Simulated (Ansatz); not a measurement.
In DFT-PBEsol in the program Ansatz with PAW potentials, Zn4TeS3 in the tetragonal phase (P-4m2; Pearson symbol tP8) relaxes to a = 3.928 Å, c = 10.994 Å. Zn on 2g has 4 nearest neighbours from 2.35 Å (tetrahedral); S on 2f has 4 nearest neighbours from 2.35 Å (tetrahedral); Zn on 2g has 4 nearest neighbours from 2.34 Å (tetrahedral); S on 1d has 4 nearest neighbours from 2.34 Å (tetrahedral). Against the elements it lies at -672 meV/atom, with no fitted shifts.

It is gapped at this level: 1.06 eV (indirect). The valence maximum lies at X and the conduction minimum at Γ. The screened hybrid HSE06 puts the gap at 2.12 eV. Gap from PBEsol with spin–orbit coupling: 0.92 eV. Electrons at the band edge weigh 0.14 mₑ (isotropic).

The bulk modulus is 69.5 GPa. The relaxed-ion elastic constants in GPa are C11 = 122, C12 = 32.7, C13 = 56.3, C33 = 92.2, C44 = 40.5, C66 = 19.9. The elastic constants imply a Debye temperature near 306 K. Without the LO–TO term the highest mode at Γ lies at 312 cm^-1.

The start of the workflow was typed in or built on a structure type; neither database checked (COD, Materials Project) lists it. Its standing as an ambient phase is unchecked. The PBEsol relaxation kept the symmetry of its start; whether a distortion lowers the energy is not shown. The references are the lowest solids computed at this level, not always the standard phases. Scalar-relativistic: spin–orbit coupling is off unless named, which matters more the heavier the elements.

Potentials: the earlier of the program's two PAW sets. The files were generated under PBE; for other functionals the program regenerates the frozen cores, and for LDA and PBEsol the local potential too.
